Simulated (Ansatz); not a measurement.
Consider the following.

SiSe$_{2}$:
```xyz
6
Lattice="3.4470 0.0000 0.0000 -1.7235 2.9852 0.0000 0.0000 0.0000 13.0099" Properties=species:S:1:pos:R:3 pbc="T T T"
Si     0.0000     1.9901     3.2525
Si     1.7235     0.9951     9.7574
Se     0.0000     1.9901     8.1654
Se     1.7235     0.9951     1.6605
Se     1.7235     0.9951     4.8445
Se     0.0000     1.9901    11.3494
```

This is the PBE-relaxed structure.

**Question.** All from the program Ansatz at the PBE level (PAW), unless another level is named. Predict the electronic character.

**Answer.** metallic (no gap).

**Question.** And the density of states at the Fermi level?

**Answer.** 0.37 states/eV per atom (mean over ±0.08 eV).

**Question.** Give the formation energy from the elements (no fitted shifts).

**Answer.** 65 meV/atom.

Space group P6_3/mmc. The cell is a constructed one: a structure type filled with these elements; neither database checked (COD, Materials Project) lists it. COD files the formula under space group No. 72, so this cell is another polymorph or a model. Whether it is the stable phase at ambient conditions was not checked. The PBE relaxation kept the symmetry of its start; its stability against distortions is not shown here. A crystal of weakly bound layers computed without a dispersion correction: the cell and the soft elastic constants depend strongly on that. The references are the lowest solids computed at this level, not always the standard phases. Scalar-relativistic: spin–orbit coupling is off unless named, which matters more the heavier the elements.

Potentials: the later of the program's two PAW sets.
